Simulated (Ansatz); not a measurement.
## Rh: frozen-core PAW against all-electron methods

```
Rh
1.0
     0.00000    1.86352    1.90155
     1.86352    0.00000    1.90155
     1.86352    1.86352    0.00000
Rh
1
Direct
  0.00000 0.00000 0.00000
```

The cell comes from COD entry 9008482, which wasn't checked; take it as a given geometry. The listed cell was then made from it by scaling, straining or moving an atom.

All numbers are computed: DFT, PBEsol, PAW with Ansatz's default frozen-core files, scalar-relativistic (Ansatz 0.2.0); DFT, PBEsol, all-electron LAPW, scalar-relativistic (Ansatz 0.2.0).

For PAW: a Γ-centred 16×16×16 k mesh, Fermi–Dirac smearing of 0.08 eV, cutoff 420 eV, no spin polarisation; the PAW files were made with PBE, and the program remakes their frozen cores for this functional. LAPW targets a basis error of 1 meV/atom. The Ansatz runs share mesh, smearing and spin set-up. Plane-wave (PAW) pressures include the program's estimate of the Pulay term.

Stress and pressure are positive in compression.

The change that made this cell: equal xx and yy strain of -2 %.

PAW results:

```
       quantity   PAW
 pressure (GPa)  7.26
stress xx (GPa)  9.12
stress zz (GPa)  3.53
```

Problem. What does LAPW (all electrons) give for the same quantities?

Solution. 
| quantity | LAPW |
| --- | --- |
| pressure (GPa) | 7.25 |
| stress xx (GPa) | 9.11 |
| stress zz (GPa) | 3.52 |
